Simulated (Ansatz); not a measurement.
Consider the following.

Bi2Te3:
```xyz
5
Lattice="2.2090 1.2754 10.7625 -2.2090 1.2754 10.7625 0.0000 -2.5508 10.7625" Properties=species:S:1:pos:R:3 pbc="T T T"
Bi     0.0000     0.0000    19.4731
Bi     0.0000     0.0000    12.8143
Te     0.0000     0.0000    25.2842
Te     0.0000     0.0000     7.0033
Te     0.0000     0.0000     0.0000
```

This is the r²SCAN-relaxed structure.

### Question
All from the program Ansatz at the r²SCAN level (PAW), unless another level is named. Give the formation energy from the elements (no fitted shifts).

### Answer
-0.27 eV/atom.

### Question
And the band gap?

### Answer
0.87 eV (direct).

### Question
Next, the valence-band maximum?

### Answer
at Γ.

Space group R-3m. The cell was relaxed with r²SCAN under the symmetry of its start. A crystal of weakly bound layers computed without a dispersion correction: the cell and the soft elastic constants depend strongly on that. The references are the lowest solids computed at this level, not always the standard phases. Scalar-relativistic: spin–orbit coupling is off unless named, which matters more the heavier the elements.

Potentials: the later of the program's two PAW sets.
